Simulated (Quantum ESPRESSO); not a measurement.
## ReGa5Ta2 (one run as intended and one with a planted mistake)

A calculation, not a measurement. The program is pw.x of Quantum ESPRESSO 7.5 (plane-wave density functional theory). The cell is made up: eight metal atoms on a hexagonal close-packed lattice, with elements, volume, strain and displacements drawn at random and not relaxed, so it may be unstable or far from any real phase. PseudoDojo standard norm-conserving files set the functional (PBE unless stated); there is no spin polarisation or spin-orbit coupling, the Fermi-Dirac width of 0.25 eV means electrons at about 2900 K, and the masses in the input are unused placeholders. Heavy elements are run without spin-orbit coupling, which real alloys of them have. A spin test at this wide smearing found no moment, but such smearing suppresses magnetism that the real alloy may have.

Intended input:

```
&control calculation='scf', pseudo_dir='./dojo.nc.sr.pbe.v0_5.standard.upf', outdir='./o', disk_io='medium', tprnfor=.true., tstress=.true. /
&system ibrav=0, nat=8, ntyp=3, nbnd=66, ecutwfc=84.00895049, nosym=.true., tot_charge=0,
 occupations='smearing', smearing='fd', degauss=0.0183746611
/
&electrons conv_thr=1.470e-08, electron_maxstep=70, mixing_beta=0.5 /
ATOMIC_SPECIES
Ga 1.0 Ga.upf
Re 1.0 Re.upf
Ta 1.0 Ta.upf
CELL_PARAMETERS angstrom
2.8468 0.0535 4.8263
2.8994 -0.0488 -4.8578
-2.8691 4.8415 0.0686
ATOMIC_POSITIONS angstrom
Re -0.0609 0.0735 0.0154
Ga -1.4638 2.3727 0.0371
Ta 2.8341 1.6184 -2.4279
Ta 1.555 4.0191 -2.3775
Ga 2.831 -0.0031 -0.0305
Ga 1.5155 2.4058 -0.0355
Ga 2.8426 1.6517 2.4057
Ga 1.4173 4.0594 2.442
K_POINTS automatic
5 5 5 1 1 1
```

The log is shortened where brackets say so; the opening notice, blank lines, dates and the lines on written files are dropped, and the path of the files is cut. It prints rydbergs, bohrs and kilobars, and counts compression as positive stress. Its total energy is the free energy E - TS of the whole cell.

Log of the intended run:

```
     Program PWSCF v.7.5
     Parallel version (MPI & OpenMP), running on       1 processor cores
     Number of MPI processes:                 1
     Threads/MPI process:                     1
     [start-up lines left out]
     bravais-lattice index     =            0
     lattice parameter (alat)  =      10.5893  a.u.
     unit-cell volume          =     909.3561 (a.u.)^3
     number of atoms/cell      =            8
     number of atomic types    =            3
     number of electrons       =       106.00
     number of Kohn-Sham states=           66
     kinetic-energy cutoff     =      84.0090  Ry
     charge density cutoff     =     336.0358  Ry
     scf convergence threshold =      1.5E-08
     mixing beta               =       0.5000
     number of iterations used =            8  plain     mixing
     Exchange-correlation= PBE
                           (   1   4   3   4   0   0   0)
     [axes and pseudopotential details left out]
   Cartesian axes
     site n.     atom                  positions (alat units)
         1        Re     tau(   1) = (  -0.0108680   0.0131166   0.0027482  )
         2        Ga     tau(   2) = (  -0.2612250   0.4234244   0.0066207  )
         3        Ta     tau(   3) = (   0.5057644   0.2888145  -0.4332752  )
         4        Ta     tau(   4) = (   0.2775003   0.7172357  -0.4242810  )
         5        Ga     tau(   5) = (   0.5052112  -0.0005532  -0.0054429  )
         6        Ga     tau(   6) = (   0.2704513   0.4293313  -0.0063352  )
         7        Ga     tau(   7) = (   0.5072813   0.2947571   0.4293135  )
         8        Ga     tau(   8) = (   0.2529268   0.7244275   0.4357915  )
     number of k points=    63  Fermi-Dirac smearing, width (Ry)=  0.0184
                       cart. coord. in units 2pi/alat
        k(    1) = (   0.1948399   0.2312238  -0.0013843), wk =   0.0320000
        k(    2) = (   0.1946372   0.4626202  -0.0038298), wk =   0.0320000
     [further k points left out]
     Dense  grid:    94615 G-vectors     FFT dimensions: (  64,  64,  64)
     Estimated max dynamical RAM per process >     167.79 MB
     Initial potential from superposition of free atoms
     starting charge     105.9845, renormalised to     106.0000
     Starting wfcs are   75 randomized atomic wfcs
     total cpu time spent up to now is       61.1 secs
     per-process dynamical memory:   101.4 Mb
     Self-consistent Calculation
     iteration #  1     ecut=    84.01 Ry     beta= 0.50
     Davidson diagonalization with overlap
     ethr =  1.00E-02,  avg # of iterations =  2.9
     Threshold (ethr) on eigenvalues was too large:
     Diagonalizing with lowered threshold
     Davidson diagonalization with overlap
     ethr =  2.50E-04,  avg # of iterations =  4.7
     total cpu time spent up to now is      312.5 secs
     total energy              =   -1198.64778405 Ry
     estimated scf accuracy    <       0.27424130 Ry
     iteration #  2     ecut=    84.01 Ry     beta= 0.50
     Davidson diagonalization with overlap
     ethr =  2.59E-04,  avg # of iterations =  3.5
     total cpu time spent up to now is      443.5 secs
     total energy              =   -1198.64135703 Ry
     estimated scf accuracy    <       0.36546996 Ry
     [iterations 3 to 9 left out]
     iteration # 10     ecut=    84.01 Ry     beta= 0.50
     Davidson diagonalization with overlap
     ethr =  5.94E-10,  avg # of iterations =  2.1
     total cpu time spent up to now is     1522.3 secs
     total energy              =   -1198.72056218 Ry
     estimated scf accuracy    <       0.00000010 Ry
     iteration # 11     ecut=    84.01 Ry     beta= 0.50
     Davidson diagonalization with overlap
     ethr =  9.23E-11,  avg # of iterations =  2.1
     total cpu time spent up to now is     1634.1 secs
     End of self-consistent calculation
     [lines on levels left out]
!    total energy              =   -1198.72056219 Ry
     estimated scf accuracy    <          9.3E-09 Ry
     smearing contrib. (-TS)   =      -0.07582005 Ry
     internal energy E=F+TS    =   -1198.64474214 Ry
     The total energy is F=E-TS. E is the sum of the following terms:
     one-electron contribution =    -295.17969182 Ry
     hartree contribution      =     237.02857490 Ry
     xc contribution           =    -303.24316567 Ry
     ewald contribution        =    -837.25045955 Ry
     convergence has been achieved in  11 iterations
     Forces acting on atoms (cartesian axes, Ry/au):
     atom    1 type  2   force =    -0.00244777   -0.00732646    0.00221510
     atom    2 type  1   force =     0.00362625    0.01226996    0.01815175
     atom    3 type  3   force =     0.04592968   -0.01058263   -0.00510634
     atom    4 type  3   force =    -0.04133766    0.00871352   -0.02417590
     atom    5 type  1   force =     0.00132878   -0.00764418   -0.00752651
     atom    6 type  1   force =    -0.01601990    0.00099463    0.00189637
     atom    7 type  1   force =    -0.00417504    0.00336612    0.02537466
     atom    8 type  1   force =     0.01309566    0.00020904   -0.01082913
     Total force =     0.080710     Total SCF correction =     0.000336
     Computing stress (Cartesian axis) and pressure
          total   stress  (Ry/bohr**3)                   (kbar)     P=      -37.69
  -0.00026627  -0.00014557   0.00008070          -39.17      -21.41       11.87
  -0.00014557   0.00001996  -0.00003818          -21.41        2.94       -5.62
   0.00008070  -0.00003818  -0.00052241           11.87       -5.62      -76.85
     init_run     :     57.77s CPU     60.92s WALL (       1 calls)
     electrons    :   1512.51s CPU   1573.02s WALL (       1 calls)
     forces       :     14.36s CPU     14.53s WALL (       1 calls)
     stress       :     63.61s CPU     63.93s WALL (       1 calls)
     [timing details left out]
     PWSCF        :  27m28.73s CPU  28m33.59s WALL
     JOB DONE.
```

A second run has one planted mistake: one coordinate of one atom is wrong. The input lines that differ:

```
- Ta 2.8341 1.6184 -2.4279
+ Ta 2.7641 1.6184 -2.4279
```

Its log:

```
     Program PWSCF v.7.5
     Parallel version (MPI & OpenMP), running on       1 processor cores
     Number of MPI processes:                 1
     Threads/MPI process:                     1
     [start-up lines left out]
     bravais-lattice index     =            0
     lattice parameter (alat)  =      10.5893  a.u.
     unit-cell volume          =     909.3561 (a.u.)^3
     number of atoms/cell      =            8
     number of atomic types    =            3
     number of electrons       =       106.00
     number of Kohn-Sham states=           66
     kinetic-energy cutoff     =      84.0090  Ry
     charge density cutoff     =     336.0358  Ry
     scf convergence threshold =      1.5E-08
     mixing beta               =       0.5000
     number of iterations used =            8  plain     mixing
     Exchange-correlation= PBE
                           (   1   4   3   4   0   0   0)
     [axes and pseudopotential details left out]
   Cartesian axes
     site n.     atom                  positions (alat units)
         1        Re     tau(   1) = (  -0.0108680   0.0131166   0.0027482  )
         2        Ga     tau(   2) = (  -0.2612250   0.4234244   0.0066207  )
         3        Ta     tau(   3) = (   0.4932724   0.2888145  -0.4332752  )
         4        Ta     tau(   4) = (   0.2775003   0.7172357  -0.4242810  )
         5        Ga     tau(   5) = (   0.5052112  -0.0005532  -0.0054429  )
         6        Ga     tau(   6) = (   0.2704513   0.4293313  -0.0063352  )
         7        Ga     tau(   7) = (   0.5072813   0.2947571   0.4293135  )
         8        Ga     tau(   8) = (   0.2529268   0.7244275   0.4357915  )
     number of k points=    63  Fermi-Dirac smearing, width (Ry)=  0.0184
                       cart. coord. in units 2pi/alat
        k(    1) = (   0.1948399   0.2312238  -0.0013843), wk =   0.0320000
        k(    2) = (   0.1946372   0.4626202  -0.0038298), wk =   0.0320000
     [further k points left out]
     Dense  grid:    94615 G-vectors     FFT dimensions: (  64,  64,  64)
     Estimated max dynamical RAM per process >     167.79 MB
     Initial potential from superposition of free atoms
     starting charge     105.9845, renormalised to     106.0000
     Starting wfcs are   75 randomized atomic wfcs
     total cpu time spent up to now is       58.4 secs
     per-process dynamical memory:    92.5 Mb
     Self-consistent Calculation
     iteration #  1     ecut=    84.01 Ry     beta= 0.50
     Davidson diagonalization with overlap
     ethr =  1.00E-02,  avg # of iterations =  3.0
     Threshold (ethr) on eigenvalues was too large:
     Diagonalizing with lowered threshold
     Davidson diagonalization with overlap
     ethr =  2.56E-04,  avg # of iterations =  4.3
     total cpu time spent up to now is      247.2 secs
     total energy              =   -1198.63781693 Ry
     estimated scf accuracy    <       0.28014335 Ry
     iteration #  2     ecut=    84.01 Ry     beta= 0.50
     Davidson diagonalization with overlap
     ethr =  2.64E-04,  avg # of iterations =  3.9
     total cpu time spent up to now is      352.1 secs
     total energy              =   -1198.63572981 Ry
     estimated scf accuracy    <       0.35178857 Ry
     [iterations 3 to 9 left out]
     iteration # 10     ecut=    84.01 Ry     beta= 0.50
     Davidson diagonalization with overlap
     ethr =  6.16E-10,  avg # of iterations =  2.2
     total cpu time spent up to now is     1292.6 secs
     total energy              =   -1198.71270590 Ry
     estimated scf accuracy    <       0.00000011 Ry
     iteration # 11     ecut=    84.01 Ry     beta= 0.50
     Davidson diagonalization with overlap
     ethr =  1.01E-10,  avg # of iterations =  2.1
     total cpu time spent up to now is     1442.2 secs
     End of self-consistent calculation
     [lines on levels left out]
!    total energy              =   -1198.71270591 Ry
     estimated scf accuracy    <          9.8E-09 Ry
     smearing contrib. (-TS)   =      -0.07624110 Ry
     internal energy E=F+TS    =   -1198.63646481 Ry
     The total energy is F=E-TS. E is the sum of the following terms:
     one-electron contribution =    -295.71250940 Ry
     hartree contribution      =     237.30049212 Ry
     xc contribution           =    -303.25178752 Ry
     ewald contribution        =    -836.97266001 Ry
     convergence has been achieved in  11 iterations
     Forces acting on atoms (cartesian axes, Ry/au):
     atom    1 type  2   force =    -0.00382845   -0.00702758    0.00161107
     atom    2 type  1   force =     0.00161849    0.01234911    0.01354829
     atom    3 type  3   force =     0.07282757   -0.01101200   -0.00439281
     atom    4 type  3   force =    -0.04972349    0.01520351   -0.02314326
     atom    5 type  1   force =     0.00120372   -0.00754865   -0.00693704
     atom    6 type  1   force =    -0.01709502    0.00176354    0.00506220
     atom    7 type  1   force =    -0.01493580    0.00324025    0.02526302
     atom    8 type  1   force =     0.00993299   -0.00696819   -0.01101147
     Total force =     0.103231     Total SCF correction =     0.000381
     Computing stress (Cartesian axis) and pressure
          total   stress  (Ry/bohr**3)                   (kbar)     P=      -34.30
  -0.00024029  -0.00016290   0.00009314          -35.35      -23.96       13.70
  -0.00016290   0.00003863  -0.00004231          -23.96        5.68       -6.22
   0.00009314  -0.00004231  -0.00049777           13.70       -6.22      -73.22
     init_run     :     56.42s CPU     58.17s WALL (       1 calls)
     electrons    :   1366.94s CPU   1383.83s WALL (       1 calls)
     forces       :     22.56s CPU     22.96s WALL (       1 calls)
     stress       :     80.40s CPU     81.58s WALL (       1 calls)
     [timing details left out]
     PWSCF        :  25m26.94s CPU  25m47.97s WALL
     JOB DONE.
```

```
                                            intended run  run with the mistake
                          free energy (eV)    -16309.424            -16309.317
         entropy term -TS, part of it (eV)        -1.032                -1.037
                            pressure (GPa)         -3.77                 -3.43
size of the largest force component (eV/Å)         1.181                 1.872
largest change of a force component (eV/Å)                               0.692
                                iterations            11                    11
```

For scale, a rerun of the intended cell at a higher cutoff and on a denser mesh moved values by no more than 0.002 eV in energy, 0.04 GPa in stress and 0.013 eV/Å in force, and a second program with other atomic files agreed on that cell to 2 % rms in force and 0.5 GPa in pressure.